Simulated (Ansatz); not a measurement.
# A film clamped to a substrate in BePd

Theory: DFT r2SCAN, scalar-relativistic, plane waves, PAW in Ansatz. Settings: plane waves to 500 eV, k-mesh 16×16×16 (Γ-centred), Gaussian smearing 0.15 eV. No spin polarisation. Energies are free energies at this smearing, counted from the undisturbed cell; pressure is positive in compression.

The undisturbed cell (as given, not relaxed at this level; it stands at -0.1 GPa, and it needn't be the usual structure):

```
Be Pd
1.0
     2.81300    0.00000    0.00000
     0.00000    2.81300    0.00000
     0.00000    0.00000    2.81300
Be Pd
1 1
Direct
  0.00000 0.00000 0.00000
  0.50000 0.50000 0.50000
```

The cell (2 atoms, V0 = 22.26 Å³) is strained by p along both x and y and by q along z, fractional coordinates fixed. τp = (1/V0) ∂E/∂p = (σxx + σyy)(1 + p)(1 + q) and τq = (1/V0) ∂E/∂q = σzz(1 + p)², with tension positive.

```csv
p,q,ΔE (meV/atom),τp (GPa),τq (GPa)
0.000,0.000,0.00,0.22,0.11
-0.040,0.000,46.87,-36.75,-15.65
0.040,0.000,39.17,26.93,10.90
0.000,-0.040,15.31,-12.26,-12.97
0.000,0.040,9.56,13.74,6.61
```

Question: Get the second derivatives of the energy density.

Answer: Central differences give A = ∂τp/∂p = 796 GPa (C11 + C22 + 2 C12), C = ∂τq/∂q = 245 GPa (C33) and the cross term B = ∂τq/∂p = 332 GPa (C13 + C23); ∂τp/∂q = 325 GPa must equal B, and any difference shows higher-order terms. Steps this large leave an error of some per cent of A or C in all of these, which can swamp a small B. The ions are clamped. In a cubic crystal C11 = C = 245, C12 = B/2 = 166 GPa and A should be 2(C11 + C12) = 821 GPa; the bulk modulus is (C11 + 2 C12)/3 = 192 GPa.

Question: A film of this crystal grows with z along the normal on a substrate that imposes p. How does its thickness respond, and what does the misfit cost?

Answer: Count p and q from the stress-free cell. A free surface needs τq = 0, so q = −(B/C) p = -1.36 p. The energy density left is (A − B²/C) p²/2 = M p², with the biaxial modulus M = 173 GPa; a misfit of 1 % costs 1.20 meV/atom, against 2.76 meV/atom if the thickness were held.

At p = 0.080 the energies along q are 130.1 (q = -0.080), 113.2 (q = -0.040), 143.3 (q = 0.000), 204.4 (q = 0.040), 282.4 (q = 0.080) meV/atom.

Question: Does the linear rule hold at this misfit?

Answer: A parabola through the lowest point and its neighbours has its minimum at q = -0.046, 112.7 meV/atom. With the stress left in the starting cell, τp0 and τq0, linear elasticity gives q = −(τq0 + Bp)/C = -0.109 and E = V0(τp0 p + τq0 q + Ap²/2 + Bpq + Cq²/2)/N = 77.3 meV/atom. The energies differ by more than a tenth, so the quadratic law fails here: the gap holds the anharmonic part, with some error from the wide steps. Cubic terms also shift the vertex of so wide a parabola.

In a metal these slopes depend on the k mesh and the smearing.